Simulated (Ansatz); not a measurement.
Computed with Ansatz, DFT PBE, scalar-relativistic, plane waves, PAW. All cells share a 420 eV cutoff and Γ-centred k meshes spaced at most about 0.3 Å⁻¹ (about 0.25 or finer for metals, 2π included). No spin polarisation in the final relaxations.

These are static total energies at zero pressure. All come from trial cells, and lower structures may exist.

**Question.** Which of these relaxed structures of Lu₃Bi is the lowest in energy?
A.

```
CELL_PARAMETERS angstrom
4.78588 0.00000 0.00000
0.00000 4.78588 0.00000
0.00000 0.00000 4.78588
ATOMIC_POSITIONS crystal
Lu 0.50000 0.50000 0.00000
Lu 0.50000 0.00000 0.50000
Lu 0.00000 0.50000 0.50000
Bi 0.00000 0.00000 0.00000
```

B.

```
CELL_PARAMETERS angstrom
6.09177 0.00000 0.00000
0.00000 6.09177 0.00000
0.00000 0.00000 6.09177
ATOMIC_POSITIONS crystal
Lu 0.50000 0.25000 0.00000
Lu 0.50000 0.75000 0.00000
Lu 0.25000 0.00000 0.50000
Lu 0.75000 0.00000 0.50000
Lu 0.00000 0.50000 0.25000
Lu 0.00000 0.50000 0.75000
Bi 0.50000 0.50000 0.50000
Bi 0.00000 0.00000 0.00000
```

C.

```
CELL_PARAMETERS angstrom
0.00000 3.82474 3.82474
3.82474 0.00000 3.82474
3.82474 3.82474 0.00000
ATOMIC_POSITIONS crystal
Lu 0.25000 0.25000 0.25000
Lu 0.75000 0.75000 0.75000
Lu 0.50000 0.50000 0.50000
Bi 0.00000 0.00000 0.00000
```

D.

```
CELL_PARAMETERS angstrom
3.54336 0.00000 0.00000
-1.77168 3.06864 0.00000
0.00000 0.00000 10.66802
ATOMIC_POSITIONS crystal
Lu 0.00000 0.00000 0.00000
Lu 0.66667 0.33333 0.74585
Lu 0.66667 0.33333 0.25415
Bi 0.00000 0.00000 0.50000
```

**Answer.** B. It has the A15 type, space group Pm-3n (No. 223); the next, A, with the Cu3Au (L1_2) type, space group Pm-3m (No. 221), lies 15 meV/atom higher. Counting all near atoms (those within 1.25 times the shortest distance at each site; a plus sign parts nearer from farther groups), the lowest has Lu 2+12, Bi 12 and the next has Lu 12, Bi 12.

These runs have no spin–orbit coupling, which can matter for Bi. A magnetic state wasn't ruled out in cells without spin, among them Pm-3m, Fm-3m. Cells relaxed within their symmetry can be saddle points. Some candidate types were left out of the draw beforehand, so a known form may be missing.
